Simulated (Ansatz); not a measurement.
ZnS:
Space group P6₃mc (No. 186); a = 3.8482 Å, b = 3.8482 Å, c = 25.1622 Å, α = 90.00°, β = 90.00°, γ = 120.00°

| atom | site | symmetry | x | y | z |
|---|---|---|---|---|---|
| Zn | 2a | 3m. | 0.0000 | 0.0000 | 0.0000 |
| Zn | 2b | 3m. | 0.3333 | 0.6667 | 0.1249 |
| Zn | 2b | 3m. | 0.3333 | 0.6667 | 0.3751 |
| Zn | 2b | 3m. | 0.6667 | 0.3333 | 0.2500 |
| S | 2a | 3m. | 0.0000 | 0.0000 | 0.0937 |
| S | 2b | 3m. | 0.3333 | 0.6667 | 0.2186 |
| S | 2b | 3m. | 0.3333 | 0.6667 | 0.4688 |
| S | 2b | 3m. | 0.6667 | 0.3333 | 0.3439 |

Relaxed with PBE.

Task: Tabulate the valence density and the electron localisation function along the shortest Zn–S contact (2.36 Å), the program Ansatz at the PBE level (PAW).

Result: 

| distance from Zn (Å) | density (e/Å³) | ELF |
|---|---|---|
| 0.24 | 25.02 | 0.00 |
| 0.35 | 12.31 | 0.00 |
| 0.47 | 5.14 | 0.02 |
| 0.59 | 2.15 | 0.06 |
| 0.71 | 1.08 | 0.12 |
| 0.82 | 0.68 | 0.17 |
| 0.94 | 0.50 | 0.21 |
| 1.06 | 0.46 | 0.33 |
| 1.18 | 0.50 | 0.56 |
| 1.30 | 0.60 | 0.78 |
| 1.41 | 0.76 | 0.88 |
| 1.53 | 0.95 | 0.90 |
| 1.65 | 1.13 | 0.89 |
| 1.77 | 1.22 | 0.82 |
| 1.89 | 1.14 | 0.65 |
| 2.00 | 0.85 | 0.34 |
| 2.12 | 0.45 | 0.06 |

The density is the valence pseudo-density with augmentation charge, so density and ELF within about 1 Å of a nucleus are not all-electron values.

Space group P6_3mc. The workflow started from an entry of the Crystallography Open Database (COD). Its sites differ from those of the usual phase in this space group: another stacking or structure type. The cell was relaxed with PBE under the symmetry of its start; its stability against distortions is not shown here.

Potentials: the later of the program's two PAW sets.
